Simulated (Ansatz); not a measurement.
MoPt:
```yaml
crystal:
  lattice:
    - [0.00000, 2.60820, 2.60820]
    - [2.60820, 0.00000, 2.60820]
    - [2.60820, 2.60820, 0.00000]
  atoms:
    - { symbol: Pt, position: [0.00000, 0.00000, 0.00000] }
    - { symbol: Mo, position: [0.50000, 0.50000, 0.50000] }
```

Relaxed with r²SCAN. Special points in fractions of this cell's reciprocal vectors: Γ (0.000, 0.000, 0.000); X (0.500, 0.000, 0.500); U (0.625, 0.250, 0.625); K (0.375, 0.375, 0.750); L (0.500, 0.500, 0.500); W (0.500, 0.250, 0.750).

List the band energies nearest the Fermi level at these points for r²SCAN with spin–orbit coupling (plane waves, PAW; program Ansatz).

In eV from the Fermi level; about four levels below and three above (degenerate sets whole), none deeper than 8.9 eV; points with the same levels are listed once.

```
k                                below                above
-  -----------------------------------  -------------------
Γ  -5.61 -5.61 -5.61 -5.61 -5.27 -5.27  1.32 1.32 1.32 1.32
X              -2.71 -2.71 -1.00 -1.00  0.50 0.50 0.61 0.61
U              -0.72 -0.72 -0.03 -0.03  0.42 0.42 0.59 0.59
L              -1.63 -1.63 -0.06 -0.06  0.02 0.02 2.05 2.05
W              -2.92 -2.92 -1.50 -1.50  0.10 0.10 0.18 0.18
```

Space group Fm-3m (rock salt). The start of the workflow was typed in or built on a structure type; neither database checked (COD, Materials Project) lists it. Its standing as an ambient phase is unchecked. Symmetry was held in the r²SCAN relaxation; its stability against distortions is not shown here. No spin polarisation was allowed. The volume moved by 16 % from the start of the relaxation. Its formation energy is positive at this level, so the cell may be metastable or incomplete.

Potentials: the earlier of the program's two PAW sets.
